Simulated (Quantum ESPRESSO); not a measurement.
In2GaAlAs4, convergence and cost over cutoff and k mesh

Simulated, not a measurement. The program is pw.x of Quantum ESPRESSO 7.5 (plane-wave density functional theory). The cell is made up: 8 atoms on a zincblende/diamond lattice, with randomly drawn elements, strain and displacements, not relaxed. PseudoDojo standard norm-conserving files (v0.5 for PBE, v0.4.1 for LDA and PBEsol) set the functional; there is no spin polarisation, spin-orbit coupling or dispersion term, and the masses in the input are unused placeholders.

Input of the run in row 2:

```
&control calculation='scf', pseudo_dir='./dojo.nc.sr.pbe.v0_5.standard.upf', outdir='./o', disk_io='medium', tprnfor=.true., tstress=.true. /
&system ibrav=0, nat=8, ntyp=4, nbnd=57, ecutwfc=84.00895049, nosym=.true., tot_charge=0,
 occupations='smearing', smearing='fd', degauss=0.0018374661
/
&electrons conv_thr=7.350e-09, electron_maxstep=60, /
ATOMIC_SPECIES
Al 1.0 Al.upf
As 1.0 As.upf
Ga 1.0 Ga.upf
In 1.0 In.upf
CELL_PARAMETERS angstrom
5.6829 -0.0089 -0.0883
-0.0089 5.8786 -0.042
-0.0883 -0.042 5.7293
ATOMIC_POSITIONS angstrom
In -0.015 0.0207 0.0295
Ga -0.0833 2.9733 2.9184
Al 2.9149 0.0404 2.7766
In 2.8385 2.8406 -0.0717
As 1.48 1.4787 1.3475
As 1.4234 4.3089 4.3665
As 4.2682 1.4681 4.3739
As 4.1528 4.4088 1.3483
K_POINTS automatic
4 4 4 1 1 1
```

The same cell was run at these settings. Meshes are shifted by half a step, and differences are from the last row, which is itself not exact.

| cutoff (eV) | k mesh | k points solved | threshold (eV) | free energy less the last row's (eV) | pressure (GPa) | largest stress difference (GPa) | largest force difference (eV/Å) | iterations | wall time (s) | k-point pools | processor |
| --- | --- | --- | --- | --- | --- | --- | --- | --- | --- | --- | --- |
| 800 | 2 x 2 x 2 | 4 | 1e-04 | 10.961 | -68.86 | 79.34 | 0.073 | 7 | 53 | 1 | AMD EPYC, Zen 5 class |
| 1143 | 4 x 4 x 4 | 32 | 1e-07 | 0.013 | 10.12 | 0.01 | 0.003 | 11 | 811 | 1 | AMD EPYC, Zen 5 class |
| 1437 | 6 x 6 x 6 | 108 | 1e-07 | 0.000 | 10.12 | 0.00 | 0.000 | 11 | 3417 | 1 | AMD EPYC, Zen 5 class |

Each pool is one process. Wall times include start-up and a band step at six k points, which weighs most on the coarsest meshes. The runs were on shared virtual cores whose load varied, so times are rough.